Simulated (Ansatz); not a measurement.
## Structures of Y$_{2}$Mo: which is lowest?

Plane-wave DFT in Ansatz with scalar-relativistic PAW potentials, cutoff 420 eV, Γ-centred meshes chosen by cell and gap, Gaussian smearing with energies taken to zero width. Every cell was relaxed (cell and atoms) in a run of its own, within the symmetry of its start. Functional: PBE.

Relaxed structures (starts from databases or built by putting these elements on another compound's sites):
A. I4/mmm, 3 atoms in the computed cell, a = 3.505 Å, c = 12.725 Å; sites (symmetry × multiplicity) Y 4mm × 4, Mo 4/mmm × 2; start: built
B. Fm-3m, 3 atoms in the computed cell, a = 6.920 Å; sites (symmetry × multiplicity) Y -43m × 8, Mo m-3m × 4; start: built
C. P6/mmm, 3 atoms in the computed cell, a = 5.178 Å, c = 3.033 Å; sites (symmetry × multiplicity) Y -6m2 × 2, Mo 6/mmm × 1; start: built

Task: Rank them by energy. Could pressure change the order?

Result:
| structure | group | E − E(lowest) (meV/atom) | V (Å³/atom) | gap on mesh (eV) |
| --- | --- | --- | --- | --- |
| A | I4/mmm | 0.0 | 26.05 | 0.00 |
| C | P6/mmm | 249 | 23.47 | 0.00 |
| B | Fm-3m | 370 | 27.61 | 0.00 |

A is lowest, 249 meV/atom under C. C is denser by 2.57 Å³/atom, so pressure favours it: ΔE/ΔV, with ΔE in eV and 1 eV/Å³ = 160.2 GPa, gives about 16 GPa for equal enthalpy if both cells were rigid; at such pressures compression changes ΔV much, so this is a scale only. Other structures may lie lower than all of these, and vibrations aren't counted.